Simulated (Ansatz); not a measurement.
Here is the system:

TiC (rock salt)

```
TiC
1.0
    0.00000     2.14648     2.14648
    2.14648     0.00000     2.14648
    2.14648     2.14648     0.00000
C Ti
1 1
Direct
  0.00000   0.00000   0.00000
  0.50000   0.50000   0.50000
```

In this cell atom 2 (Ti, nearest neighbour C at 2.146 Å; its periodic images, 3.0 Å or more away, move with it) is moved by s along Cartesian [111], unit vector (0.577, 0.577, 0.577); all other atoms and the cell stay fixed.

The numbers are results of PBEsol (plane waves to 420 eV, PAW, scalar-relativistic; Ansatz, a program for electronic structure), not measurements. k mesh 15×15×15 (Γ-centred), Fermi-Dirac smearing 0.05 eV. The energy includes the smearing's −TS. With partly filled bands, energies and forces of such displacements shift with the k mesh and the smearing. The PAW data are Ansatz's earlier set. TiC is run without spin polarisation. TiC was relaxed with its symmetry unable to fall. The zero of ΔE is the undisplaced structure.

The scan covers s from -0.430 to 0.430 Å in 11 points.

Q: Is the energy the same for equal positive and negative displacements?

A: Even: the same for both signs. With its periodic images moving along, the atom's site symmetry in this cell is m-3m.

Q: What is the force constant k = d²E/ds² of this move at s = 0?

A: 9.91 eV/Å².

Q: With two atoms in the cell this is the zone-centre optical mode. What wavenumber follows?

A: 530 cm⁻¹.

(A displaced cell: forces are minus the slopes of the energy, force constants its curvatures, and phonons follow from these.)
